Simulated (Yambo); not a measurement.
Li2SiS3 (space group Cmc2_1, No. 36), G0W0@LDA in Yambo with this input:

```
rim_cut
gw0
dyson
el_el_corr
HF_and_locXC
ppa
em1d
RandQpts= 1000000
RandGvec= 1 Ry
EXXRLvcs= 74 Ry
VXCRLvcs= 296 Ry
Chimod= "HARTREE"
% BndsRnXp
 5 | 324 |
%
NGsBlkXp= 7 Ry
% LongDrXp
 1.0 | 1.0 | 1.0 |
%
PPAPntXp= 27.2114 eV
% GbndRnge
 1 | 324 |
%
GTermKind= "BG"
DysSolver= "n"
ExtendOut
```

On a 2×2×2 mesh, with wavefunctions cut at 74 Ry, the gap ((0, 0, -0.5) → (0, 0, -0.5)) is 4.901 eV and the valence edge shifts by -1.106 eV.

Question: What happens with this change: no random integration?

Answer: The gap falls by 0.062 eV, to 4.839 eV; the shift of the valence edge becomes -0.889 eV. Neither run is shown to be the converged limit. The mesh misses a band edge: along a dense path the LDA gap is 2.88 eV against 3.09 eV on the mesh.

Geometry of the Materials Project entry, not relaxed at this level; primitive cell a = 6.722 Å, b = 6.722 Å, c = 5.964 Å, α = 90.00°, β = 90.00°, γ = 60.22°.

The structure is a Materials Project entry; no match was found in the copy of COD used, and its stability was not checked.

A shift is the quasiparticle energy of the state minus its LDA energy.
